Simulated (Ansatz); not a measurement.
**Structures of ReOs$_{3}$C: which is lowest?**

Plane-wave DFT in Ansatz with scalar-relativistic PAW potentials, cutoff 420 eV, Γ-centred meshes chosen by cell and gap, Gaussian smearing with energies taken to zero width. Every cell was relaxed (cell and atoms) in a run of its own, within the symmetry of its start. Functional: PBE.

Relaxed structures (starts from databases or built by putting these elements on another compound's sites):
A. Pm-3m, 5 atoms in the computed cell, a = 4.037 Å; sites (symmetry × multiplicity) Re m-3m × 1, Os 4/mm.m × 3, C m-3m × 1; start: built
B. Amm2, 5 atoms in the computed cell, a = 3.990 Å, b = 5.786 Å, c = 5.829 Å; sites (symmetry × multiplicity) Re mm2 × 2, Os m.. × 4 + mm2 × 2, C mm2 × 2; start: built

**Question.** Rank them by energy. Could pressure change the order?

**Answer.**
```csv
structure,group,E − E(lowest) (meV/atom),V (Å³/atom),gap on mesh (eV)
B,Amm2,0.0,13.46,0.00
A,Pm-3m,41,13.15,0.00
```

B is lowest, 41 meV/atom under A. The two lowest differ in volume by under 3 %, too little for a first-order estimate of what pressure does to that pair (other pairs aren't weighed here); with rigid cells even 3 % in favour of the higher one would need about 16 GPa. Other structures may lie lower than all of these, and vibrations aren't counted.

Spin-orbit coupling is left out, which matters for the bands of heavy elements.